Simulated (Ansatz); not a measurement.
LiPdCl3 (Pm-3m) at 2 levels of theory

One geometry, relaxed with PBE; plane waves with PAW potentials in Ansatz, scalar-relativistic. No spin polarisation. Gaps are the least over mesh and band path; pressure is positive in compression.

```
Li Pd Cl
1.0
     4.89947    0.00000    0.00000
     0.00000    4.89947    0.00000
     0.00000    0.00000    4.89947
Li Pd Cl
1 1 3
Direct
  0.50000 0.50000 0.50000
  0.00000 0.00000 0.00000
  0.50000 0.00000 0.00000
  0.00000 0.50000 0.00000
  0.00000 0.00000 0.50000
```

| level | cutoff (eV) | k mesh | gap (eV) | pressure (GPa) |
| --- | --- | --- | --- | --- |
| PBE | 420 | 8×8×8 | 0 | 0.0 |

Q: What comes out on the same cell with PBEsol?

A:
```
 level  cutoff (eV)  k mesh  gap (eV)  pressure (GPa)
PBEsol          420   8×8×8         0            -2.6
```

The cell was found from a structure generator's guess, not taken from experiment.
